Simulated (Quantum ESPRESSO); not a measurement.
Band energies of Si at +2 % isotropic strain

```
Si
1.0
    3.90239     0.00000     0.00000
   -1.95120     3.37957     0.00000
    0.00000     0.00000     6.44150
Si
4
Direct
  0.33333   0.66667   0.06278
  0.66667   0.33333   0.93722
  0.66667   0.33333   0.56278
  0.33333   0.66667   0.43722
```

norm-conserving PBEsol (Quantum ESPRESSO, 36 Ry, without SOC); path ΓMKΓALHA,LM,KH; energies in eV from the valence-band maximum.

```csv
k (1/Å),point,band 4,band 5,band 6,band 7,band 8,band 9,band 10,band 11
0.00,Γ,-1.45,-1.45,-0.30,0.00,0.00,0.79,1.98,1.98
0.23,,-2.70,-1.78,-1.24,-0.57,-0.30,1.36,2.36,2.47
0.58,,-4.62,-4.06,-2.59,-1.79,-1.06,0.77,2.55,3.19
0.81,,-5.54,-4.54,-2.88,-2.66,-1.34,0.45,2.23,3.01
0.93,M,-5.85,-4.45,-2.92,-2.83,-1.37,0.41,2.19,2.97
1.20,,-5.90,-4.49,-3.72,-2.92,-2.43,1.54,2.21,3.91
1.47,K,-6.48,-4.94,-3.40,-3.40,-3.16,0.91,5.09,5.09
1.79,,-4.93,-4.31,-4.20,-2.43,-2.28,1.60,3.41,3.79
2.00,,-4.32,-3.54,-3.22,-1.53,-1.43,2.14,2.56,3.06
2.33,,-2.55,-1.79,-1.08,-0.51,-0.29,1.55,1.99,2.34
2.54,Γ,-1.45,-1.45,-0.30,0.00,0.00,0.79,1.98,1.98
2.66,,-1.41,-1.41,-0.85,-0.09,-0.09,0.84,2.06,2.06
2.91,,-3.03,-1.12,-1.12,-0.61,-0.61,1.24,1.96,2.58
3.03,A,-4.12,-0.88,-0.88,-0.88,-0.88,1.57,1.57,2.93
3.23,,-4.14,-1.79,-1.79,-1.14,-1.14,2.08,2.08,3.06
3.44,,-4.59,-2.71,-2.71,-1.63,-1.63,1.60,1.60,3.62
3.75,,-6.39,-2.52,-2.52,-2.19,-2.19,0.93,0.93,2.13
3.96,L,-7.06,-2.35,-2.35,-2.31,-2.31,0.82,0.82,1.68
4.28,,-7.10,-3.79,-3.79,-2.00,-2.00,1.42,1.42,3.44
4.49,H,-7.24,-4.26,-4.26,-1.89,-1.89,1.47,1.47,3.58
4.76,,-6.55,-3.71,-3.71,-2.16,-2.16,1.72,1.72,3.99
5.03,,-5.15,-2.65,-2.65,-2.52,-2.52,2.43,2.43,3.25
5.21,,-4.36,-2.50,-2.50,-1.71,-1.71,2.63,2.63,2.71
5.48,,-4.12,-1.11,-1.11,-0.94,-0.94,1.77,1.77,2.89
5.57,A,-4.12,-0.88,-0.88,-0.88,-0.88,1.57,1.57,2.93
5.57,L,-7.06,-2.35,-2.35,-2.31,-2.31,0.82,0.82,1.68
5.86,,-6.18,-3.96,-2.81,-2.40,-1.60,0.54,1.32,2.60
6.05,M,-5.85,-4.45,-2.92,-2.83,-1.37,0.41,2.19,2.97
6.05,K,-6.48,-4.94,-3.40,-3.40,-3.16,0.91,5.09,5.09
6.25,,-6.76,-4.83,-3.44,-2.93,-2.93,1.45,3.25,3.25
6.54,H,-7.24,-4.26,-4.26,-1.89,-1.89,1.47,1.47,3.58
```

The PBEsol gap is indirect, 0.41 eV, from Γ to M; the smallest direct gap is 0.79 eV.

Geometry strained from the cell relaxed with PBEsol, atoms relaxed again.

This is not the ordinary phase of the substance; no match was found in the copy of COD used, and its stability was not checked.
